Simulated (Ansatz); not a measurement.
## Tl: strain energy, fitted

Tl, Im-3m, a = 3.916 Å. This isn't the element's structure at ambient conditions. Ansatz: r2SCAN, PAW, 500 eV, Γ-centred 14×14×14 mesh on 2 atoms, Gaussian smearing 0.10 eV; no spin polarisation. Series: shear of c along a, cell held, atoms fixed by symmetry; x is the strain in per cent (engineering shear). y is the free energy over the unstrained cell, V0 = 30.029 Å³/atom. Symmetry makes y even in x.

```
x (%) y (meV/atom)
  0.0          0.00
  1.5          0.42
  3.0          1.48
  4.5          2.92
  6.0          4.76
  9.0             ?
```

Task: Fit y = c2 x² + c4 x⁴ to the other rows, turn c2 into a modulus, and predict the missing energy.

Result: Least squares on the rows shown. y = 0.1665 x² − 0.0009642 x⁴. In eV per unit strain² c2 is 1.665; this is the shear stiffness (E = ½ C V0 γ²): 2 × 1.665 × 160.2 / (30.029) = 17.8 GPa. With a term in x⁶ added, the coefficient of x² becomes 0.1891, 14 % more, which shows how far this figure hangs on the form. At x = 9.0 the fit asked for gives 7.16 meV/atom. The run gave 9.70 meV/atom, so the fit is 2.54 meV/atom too low, 26 % of the span of the series, against an rms of 0.05 meV/atom on the fitted rows. The row lies outside the fitted range. With a term in x⁶ added, a fit to the same known rows predicts 16.95 meV/atom, which misses by about as much or more on the other side: the known rows don't fix the higher terms.

Spin–orbit coupling is left out, which can shift energies with elements as heavy as these.